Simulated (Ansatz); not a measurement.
**Property card for PbF2**

These are results of Ansatz, DFT PBE+D3(BJ), scalar-relativistic, plane waves, PAW, not measurements.

Settings: cutoff 420 eV, Γ-centred mesh 8×8×8 on the computed 3-atom cell, Gaussian smearing of 0.02 eV; no spin polarisation.

The structure is relaxed at this level of theory with its symmetry kept. Whether it is the stable form of this composition wasn't checked.

Symmetry: Fm-3m, No. 225, cubic system. Conventional cell: a = 5.962 Å, b = 5.962 Å, c = 5.962 Å, α = 90.00°, β = 90.00°, γ = 90.00°. Around Pb (site symmetry m-3m) lie 8 F at 2.58 Å. Around F (site symmetry -43m) lie 4 Pb at 2.58 Å.

- Volume per atom: 17.66 Å³
- Kohn–Sham band gap: 4.42 eV, indirect from W to X
- Löwdin character of the top 1 eV of the valence band: F 2p 69 %, Pb 6s 29 %
- Löwdin character of the lowest 1 eV of the conduction band: Pb 6p 79 %, F 2p 10 %
- Electron masses at the edge by Cartesian direction of the standard setting (m_e; degenerate bands sorted by energy; no spin-orbit coupling): x: 2.7; y: 0.50; z: 0.50
- Hole masses at the edge by Cartesian direction of the standard setting (m_e; degenerate bands sorted by energy; no spin-orbit coupling): x: 17; y: 3.9; z: 17
- Bulk modulus: 66 GPa
- Its pressure derivative: 6.2
- Electronic dielectric constant xx, yy, zz of the standard setting (independent particles): 3.7, 3.7, 3.7
- Bader charges (e): Pb (1 in the cell) 1.58, F (2 in the cell) -0.79

Spin-orbit coupling is left out, which matters for the bands of heavy elements.

Cost: 12 runs of about 1.2 core-minutes in all, on Intel Xeon (Skylake/Cascade Lake) (shared hosts).